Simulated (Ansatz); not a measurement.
ZrC:
```cif
data_C4Zr4
_chemical_formula_sum 'C4 Zr4'
_space_group_name_H-M_alt 'Fm-3m'
_space_group_IT_number 225
_space_group_name_Hall '-F 4 2 3'
_cell_length_a 4.70845
_cell_length_b 4.70845
_cell_length_c 4.70845
_cell_angle_alpha 90.000
_cell_angle_beta 90.000
_cell_angle_gamma 90.000
loop_
_atom_site_label
_atom_site_type_symbol
_atom_site_symmetry_multiplicity
_atom_site_Wyckoff_symbol
_atom_site_fract_x
_atom_site_fract_y
_atom_site_fract_z
_atom_site_occupancy
C1 C 4 a 0.00000 0.00000 0.00000 1
Zr1 Zr 4 b 0.50000 0.50000 0.50000 1
```
(The calculation used a cell of 2 atoms; values per cell refer to that cell.)

Relaxed with PBE.

Task: Tabulate the valence density and the electron localisation function along the shortest C–Zr contact (2.35 Å), PBE in the plane-wave PAW code Ansatz.

Result: 

| distance from C (Å) | density (e/Å³) | ELF |
|---|---|---|
| 0.24 | 1.71 | 0.17 |
| 0.35 | 1.65 | 0.43 |
| 0.47 | 1.45 | 0.65 |
| 0.59 | 1.17 | 0.76 |
| 0.71 | 0.90 | 0.79 |
| 0.82 | 0.68 | 0.75 |
| 0.94 | 0.54 | 0.60 |
| 1.06 | 0.46 | 0.38 |
| 1.18 | 0.45 | 0.23 |
| 1.29 | 0.55 | 0.24 |
| 1.41 | 0.84 | 0.42 |
| 1.53 | 1.41 | 0.67 |
| 1.65 | 2.25 | 0.79 |
| 1.77 | 3.23 | 0.81 |
| 1.88 | 3.97 | 0.76 |
| 2.00 | 4.15 | 0.57 |
| 2.12 | 3.68 | 0.27 |

The density is the valence pseudo-density with augmentation charge, so density and ELF within about 1 Å of a nucleus are not all-electron values.

The PBE relaxation kept the symmetry of its start; of distortions, only those at the zone centre were tested. No spin polarisation was allowed.

Potentials: the later of the program's two PAW sets.
